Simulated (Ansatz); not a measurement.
Problem. Name crystals whose computed values (DFT-r²SCAN in the program Ansatz with PAW potentials) fall in these windows: B₀ by P(V) fit (GPa) 210 to 280; Θ_D (K) 330 to 430; G_Hill (GPa) 95 to 130.

Solution. 

| crystal | B₀ by P(V) fit (GPa) | Θ_D (K) | G_Hill (GPa) |
|---|---|---|---|
| Nb3Ir, A15 (Cr3Si type) | 233 | 398 | 109 |
| TaCo, CsCl type | 219 | 365 | 98.1 |
| Rh, hcp (Mg type) | 279 | 408 | 106 |
| TiPt3, Cu3Au type | 258 | 350 | 118 |
| ScIr3, Cu3Au type | 264 | 367 | 128 |
Others may fit too.

Spin orders computed, not proven ground states: TaCo, CsCl type ferromagnetic. Not the usual ambient phase: Rh, hcp (Mg type). Standing as an ambient phase not checked: Nb3Ir, A15 (Cr3Si type); TaCo, CsCl type; ScIr3, Cu3Au type. All cells were relaxed under the symmetry of their starts (and spin orders); stability against distortions was not tested throughout. Rows with no word on spin ran without spin polarisation. Scalar-relativistic: spin–orbit coupling is off unless named, which matters more the heavier the elements.

Potentials: the later of the program's two PAW sets.
